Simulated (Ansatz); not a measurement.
Ca₃SnH₂ (space group Cmcm)

```
Ca3SnH2
1.0
    4.42423    -5.68098     0.00000
    4.42423     5.68098     0.00000
    0.00000     0.00000     5.23539
Ca Sn H
6 2 4
Direct
  0.89064   0.10936   0.25000
  0.10936   0.89064   0.75000
  0.40810   0.18622   0.25000
  0.59190   0.81378   0.75000
  0.18622   0.40810   0.75000
  0.81378   0.59190   0.25000
  0.69317   0.30683   0.75000
  0.30683   0.69317   0.25000
  0.15161   0.15161   0.00000
  0.84839   0.84839   0.00000
  0.84839   0.84839   0.50000
  0.15161   0.15161   0.50000
```

This relaxed cell (volume V₀) is scaled evenly in all directions, its shape held. The atoms relax within the cell's symmetry.

Method: r2SCAN (plane waves to 500 eV, PAW, scalar-relativistic; Ansatz, an electronic-structure program). k mesh 4×4×5 (Γ-centred), Fermi-Dirac smearing 0.05 eV. E stands for the smeared free energy. Compression counts positive. Ca3SnH2 was relaxed with its symmetry unable to fall. The zero of ΔE is the relaxed starting cell.

Problem. What ΔE (meV/atom) and P (GPa) does the calculation give at V/V₀ = 0.940, 1.012, 1.024, 1.036, 1.060?

Solution. 
```json
[
 {"V/V₀": "0.940", "ΔE (meV/atom)": "10.7", "P (GPa)": "2.75"},
 {"V/V₀": "1.012", "ΔE (meV/atom)": "0.4", "P (GPa)": "-0.46"},
 {"V/V₀": "1.024", "ΔE (meV/atom)": "1.5", "P (GPa)": "-0.89"},
 {"V/V₀": "1.036", "ΔE (meV/atom)": "3.3", "P (GPa)": "-1.29"},
 {"V/V₀": "1.060", "ΔE (meV/atom)": "8.8", "P (GPa)": "-2.03"}
]
```

(A scan under strain: stresses follow from slopes of the energy per volume, elastic moduli from its curvatures.)
